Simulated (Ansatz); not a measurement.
CaTaS₂ in space group P-3m1 (No. 164; S on 2d, Ta on 1a, Ca on 1b) at seven volumes, PBE+D3(BJ) in the plane-wave PAW code Ansatz, shape and atoms relaxed at each. One row is withheld.

```csv
V (Å³/atom),P (GPa)
16.245,12.10
16.781,7.40
17.316,?
17.852,0.00
18.387,-2.82
18.923,-5.17
19.459,-7.27
```

Question: Fit the shown pressures and predict the withheld one.

Answer: P = (3/2)B₀(x^(7/2) − x^(5/2))[1 + (3/4)(B′ − 4)(x − 1)] with x = (V₀/V)^(2/3). Least squares on the six rows gives V₀ = 17.857 Å³/atom, B₀ = 103 GPa, B′ = 4.61. At V = 17.316, x = 1.0207 and P = 3.40 GPa. The run itself gave 3.41 GPa.

The cell is a constructed one: a structure type filled with these elements; neither database checked (COD, Materials Project) lists it. Its standing as an ambient phase is unchecked. The PBE+D3(BJ) relaxation kept the symmetry of its start; of distortions, only those at the zone centre were tested. No spin polarisation was allowed. Scalar-relativistic: spin–orbit coupling is off unless named, which matters more the heavier the elements.

Potentials: the later of the program's two PAW sets.
